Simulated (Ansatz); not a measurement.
The relaxed structure here is a generated cell of Ge2Sb2Te5: the first start was made by a random draw of sites in a space group, and the end was not matched to a known phase here, so it may be hypothetical. Known forms of Ge2Sb2Te5 include space group No. 164.

A relaxed structure of Ge₂Sb₂Te₅. Space group R32 (No. 155). All values below come from PBE (plane waves to 420 eV, PAW, scalar-relativistic; Ansatz, a program for electronic structure).

```xyz
9
Lattice="4.3267 2.4980 5.6268 -4.3267 2.4980 5.6268 0.0000 -4.9960 5.6268" Properties=species:S:1:pos:R:3 pbc="T T T"
Ge     0.0000     0.0000    11.2739
Ge     0.0000     0.0000     5.6065
Sb     0.0000     0.0000     8.4402
Sb     0.0000     0.0000     0.0000
Te     1.2922     2.4980     5.6268
Te    -2.8095    -0.1299     5.6268
Te     1.5172    -2.3681     5.6268
Te     0.0000     0.0000     2.8797
Te     0.0000     0.0000    14.0006
```

```yaml
volume_per_atom: 40.54 Å³
density: 4.67 g/cm³
band_gap: zero (metallic)
shortest_distances: Ge–Te 2.73 Å; Ge–Sb 2.83 Å; Sb–Te 2.88 Å
k-mesh: 7×7×7
```

Band energies at high-symmetry points (eV from the Fermi level; labels of this space group; no spin-orbit coupling), from −5 eV up to 5.0 eV:

| point | energies |
|---|---|
| Γ | -4.57 -4.27 -4.27 -3.14 -3.14 -2.41 -2.41 -1.59 -1.38 -1.04 -1.04 -0.17 -0.17 -0.07 0.17 0.38 0.38 0.61 1.35 1.35 1.99 1.99 3.48 3.79 4.17 4.80 4.80 |
| T | -4.40 -4.40 -3.36 -2.93 -2.93 -2.90 -1.95 -1.95 -1.55 -0.61 -0.61 -0.52 -0.52 -0.12 -0.12 -0.03 0.57 0.73 1.06 1.06 1.74 1.74 1.77 4.60 4.60 4.87 4.87 |
| H2 | -4.01 -3.98 -3.46 -3.21 -3.10 -2.30 -2.03 -1.97 -1.95 -1.22 -1.07 -0.49 -0.33 -0.27 -0.08 0.09 0.14 0.74 1.27 1.70 1.81 2.18 2.46 4.26 4.33 |
| H0 | -4.01 -3.98 -3.46 -3.21 -3.10 -2.30 -2.03 -1.97 -1.95 -1.22 -1.07 -0.49 -0.33 -0.27 -0.08 0.09 0.14 0.74 1.27 1.70 1.81 2.18 2.46 4.26 4.33 |
| L | -3.75 -3.72 -3.61 -3.58 -3.33 -2.63 -1.97 -1.93 -1.76 -1.16 -1.00 -0.66 -0.28 -0.23 0.01 0.04 0.40 0.82 1.40 1.47 1.74 2.64 3.27 3.45 4.15 |
| S0 | -4.14 -3.78 -3.55 -3.54 -2.34 -2.33 -2.20 -2.08 -2.04 -1.21 -0.95 -0.80 -0.48 -0.43 -0.22 0.09 0.26 0.51 1.52 1.76 2.43 3.15 3.20 3.42 3.79 3.93 |
| S2 | -4.14 -3.78 -3.55 -3.54 -2.34 -2.33 -2.20 -2.08 -2.04 -1.21 -0.95 -0.80 -0.48 -0.43 -0.22 0.09 0.26 0.51 1.52 1.76 2.43 3.15 3.20 3.42 3.79 3.93 |
| F | -4.08 -3.83 -3.63 -3.60 -2.30 -2.28 -2.21 -1.96 -1.93 -1.30 -0.88 -0.79 -0.46 -0.45 -0.26 0.09 0.23 0.47 1.29 1.51 2.59 3.18 3.41 3.43 3.79 4.30 |

No spin polarisation in the result.

The run could not lose the symmetry of its start, so the end can be a saddle point.
